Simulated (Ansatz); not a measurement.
Relaxed-ion elastic tensor of YTaN$_{3}$ (cubic perovskite, Pm-3m) in GPa (Voigt order), DFT-r²SCAN in the program Ansatz with PAW potentials; density 7.91 g/cm³, 13.09 Å³ per atom.

|  | 1 | 2 | 3 | 4 | 5 | 6 |
|---|---|---|---|---|---|---|
| 1 | 470 | 99.9 | 99.9 | 0.0 | 0.0 | 0.0 |
| 2 | 99.9 | 470 | 99.9 | 0.0 | 0.0 | 0.0 |
| 3 | 99.9 | 99.9 | 470 | 0.0 | 0.0 | 0.0 |
| 4 | 0.0 | 0.0 | 0.0 | 65.6 | 0.0 | 0.0 |
| 5 | 0.0 | 0.0 | 0.0 | 0.0 | 65.6 | 0.0 |
| 6 | 0.0 | 0.0 | 0.0 | 0.0 | 0.0 | 65.6 |

Task: Is the crystal mechanically stable?

Result: Yes: the smallest eigenvalue of C is 65.6 GPa.

Task: Work out the Voigt, Reuss and Hill averages.

Result: K_V = 223, K_R = 223, K_H = 223; G_V = 113, G_R = 88.4, G_H = 101 GPa.

Task: Give Young's modulus, Poisson's ratio, Pugh's ratio and the universal anisotropy index.

Result: E = 9KG/(3K + G) = 263 GPa; ν = 0.30; K/G = 2.21 (ductile by the Pugh limit of 1.75); A_U = 5G_V/G_R + K_V/K_R − 6 = 1.41.

Task: Estimate the sound speeds and the Debye temperature.

Result: v_l = √((K + 4G/3)/ρ) = 6720 m/s, v_t = √(G/ρ) = 3570 m/s, mean 3990 m/s; Θ = (h/k)(3n/4πV)^(1/3) v_m = 504 K.

Task: Give the Zener ratio and Young's modulus along [100], [110] and [111].

Result: A = 2C44/(C11 − C12) = 0.35; 1/E = S11 − 2(S11 − S12 − S44/2)Γ with Γ = 0, 1/4, 1/3 gives 435, 210, 179 GPa.

Task: Solve the Christoffel equation for the three sound speeds along [100], [110], [111].

Result: Eigenvalues of C_ijkl n_j n_l equal ρv². In km/s, slowest first: [100] 2.88, 2.88, 7.71; [110] 2.88, 4.83, 6.66; [111] 4.28, 4.28, 6.27.

The start of the workflow was typed in or built on a structure type; neither database checked (COD, Materials Project) lists it. Whether it is the stable phase at ambient conditions was not checked. The cell was relaxed with r²SCAN under the symmetry of its start; whether a distortion lowers the energy is not shown. The run is not spin-polarised. With an odd number of electrons in the cell and no spin polarisation, the count alone makes it a metal. As this level gives no gap, shear constants depend on the k-mesh and smearing (Fermi–Dirac, 0.1 eV here). Spin–orbit coupling is left out wherever it is not named.

Potentials: the later of the program's two PAW sets.
